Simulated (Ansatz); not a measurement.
CsBr (CsCl type)

```yaml
crystal:
  lattice:
    - [4.38897, 0.00000, 0.00000]
    - [0.00000, 4.38897, 0.00000]
    - [0.00000, 0.00000, 4.38897]
  atoms:
    - { symbol: Cs, position: [0.00000, 0.00000, 0.00000] }
    - { symbol: Br, position: [0.50000, 0.50000, 0.50000] }
```

E(V) scan at fixed shape, V₀ the volume above. Symmetry pins the atoms to their sites.

These are PBE (plane waves to 420 eV, PAW, scalar-relativistic; Ansatz, a program for electronic structure) values and carry that method's errors. k mesh 8×8×8 (Γ-centred), Fermi-Dirac smearing 0.05 eV. The energy includes the smearing's −TS. Compression counts positive. CsBr was relaxed with its symmetry unable to fall. ΔE is measured from the relaxed starting cell.

```
V (Å³/atom)  ΔE (meV/atom)
-----------  -------------
39.736                 6.7
40.159            withheld
40.582                 2.9
41.004                 1.6
41.427                 0.7
41.850                 0.2
42.273                 0.0
42.695                 0.1
43.118                 0.6
43.541                 1.3
43.964                 2.3
44.386                 3.6
44.809                 5.1
```

Problem. Fit a third-order Birch-Murnaghan form (E₀, V₀, B₀, B₀′ free) to the given rows and predict ΔE at V = 40.159.

Solution. Least squares on the 12 given rows: ΔE = E₀ + (9V₀B₀/16)·y²·[2 + (B₀′ − 4)y], y = (V₀/V)^(2/3) − 1, with V₀ = 42.303 Å³/atom, B₀ = 12.28 GPa (160.2 GPa = 1 eV/Å³; the term in eV is multiplied by 1000), B₀′ = 4.59, E₀ = -0.01 meV/atom; root-mean-square residual 0.02 meV/atom. At 40.159 the fit gives 4.6 meV/atom; the calculation gives 4.6 meV/atom, the same to the digits shown. For the pressure the fit gives 0.72 GPa against the computed 0.72 GPa.

(A scan under strain: stresses follow from slopes of the energy per volume, elastic moduli from its curvatures.)
